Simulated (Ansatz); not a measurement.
BaTiHO2 in space group P4/mmm (No. 123; Ba on 1d, Ti on 1a, O on 2f, H on 1b) at seven volumes, PBEsol in the plane-wave PAW code Ansatz, shape and atoms relaxed at each. One row is withheld.

```
V (Å³/atom)  P (GPa)
-----------  -------
11.361         14.79
11.736          9.03
12.110          4.14
12.485         -0.01
12.860         -3.52
13.234         -6.47
13.609             ?
```

Task: Fit the shown pressures and predict the withheld one.

Result: Third-order Birch–Murnaghan: P = (3/2)B₀(x^(7/2) − x^(5/2))[1 + (3/4)(B′ − 4)(x − 1)] with x = (V₀/V)^(2/3). Least squares on the six rows gives V₀ = 12.485 Å³/atom, B₀ = 126.8 GPa, B′ = 4.51. At V = 13.609, x = 0.9442 and P = -9.00 GPa. The run itself gave -8.93 GPa.

The start of the workflow was typed in or built on a structure type; neither database checked (COD, Materials Project) lists it. Its standing as an ambient phase is unchecked. The cell was relaxed with PBEsol under the symmetry of its start; whether a distortion lowers the energy is not shown. Magnetic state: ferromagnetic, chosen from 4 collinear starts compared on coarse meshes (ties went to the first, and starts can fall back to one state), not a proven ground state. No Hubbard U is applied. Scalar-relativistic: spin–orbit coupling is off unless named, which matters more the heavier the elements.

Potentials: the later of the program's two PAW sets.
